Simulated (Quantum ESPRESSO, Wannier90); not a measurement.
## RbH (rock salt): Wannier90 run

```xyz
2
Lattice="0.0000 3.0041 3.0041 3.0041 0.0000 3.0041 3.0041 3.0041 0.0000" Properties=species:S:1:pos:R:3 pbc="T T T"
Rb     3.0041     3.0041     3.0041
H      0.0000     0.0000     0.0000
```

Structure: Materials Project mp-24721, symmetrised, not relaxed again. COD (Crystallography Open Database) has an entry of this formula and space group (matched by these alone). Method: PBEsol plane waves in Quantum ESPRESSO 7.5 (PseudoDojo norm-conserving files, 58 Ry, no spin polarisation, no spin-orbit coupling), Bloch states on a 10×10×10 mesh through Γ, Wannier90 4.0.1. Density: 10×10×10 mesh, cold smearing 0.01 Ry.

A tight-binding model is made by disentanglement and projection with no localisation steps (num_iter = 0), so the 2 orbitals stay atom-like: hydrogen-like Rb: s; H: s, axes along x, y, z; frozen window up to 4.23 eV relative to the valence-band maximum. It follows pw.x to 15 meV rms for states up to 3.7 eV relative to the valence-band maximum. Matrix elements depend on this choice of orbitals and windows.

### Question
Which pairs of orbitals on different sites are coupled most strongly? Give distance, modulus and how many such pairs a cell has.

### Answer
```csv
orbital,orbital,distance of the centres (Å),modulus (eV),pairs
H s,Rb s,3.00,0.56,6
Rb s,Rb s,6.01,0.35,3
Rb s,Rb s,4.25,0.11,6
Rb s,Rb s,12.02,0.07,3
H s,Rb s,5.20,0.05,8
Rb s,Rb s,8.50,0.05,6
H s,Rb s,6.72,0.04,24
Rb s,Rb s,9.50,0.04,12
H s,Rb s,9.96,0.03,24
H s,H s,4.25,0.03,6
Rb s,Rb s,12.75,0.02,6
H s,Rb s,9.01,0.02,6
H s,H s,8.50,0.02,6
Rb s,Rb s,7.36,0.01,12
H s,Rb s,15.61,0.01,8
Rb s,Rb s,15.32,0.01,12
Rb s,Rb s,18.02,0.01,3
H s,H s,12.02,0.01,3
H s,Rb s,9.01,0.01,24
Rb s,Rb s,13.43,0.01,12
Rb s,Rb s,14.72,0.01,12
H s,Rb s,12.39,0.01,24
H s,Rb s,15.02,0.01,6
H s,Rb s,24.59,0.01,6
```
